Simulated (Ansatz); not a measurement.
NiSb (NiAs type, P6_3/mmc), a = 3.930 Å, b = 3.930 Å, c = 5.124 Å, α = 90.00°, β = 90.00°, γ = 120.00°.

This is the r²SCAN-relaxed structure.

Task: All from r²SCAN in the plane-wave PAW code Ansatz, unless another level is named. Estimate the Debye temperature from the elastic constants.

Result: 331 K.

Task: What about the highest zone-centre frequency?

Result: 257 cm⁻¹.

The r²SCAN relaxation kept the symmetry of its start; of distortions, only those at the zone centre were tested. The workflow began spin-polarised and lost its moments. As this level gives no gap, shear constants depend on the k-mesh and smearing (Fermi–Dirac, 0.1 eV here). As this level gives no gap, phonon frequencies hold no LO–TO term and depend on the k-mesh and smearing (Fermi–Dirac, 0.1 eV here). Spin–orbit coupling is left out wherever it is not named.

Potentials: the later of the program's two PAW sets.
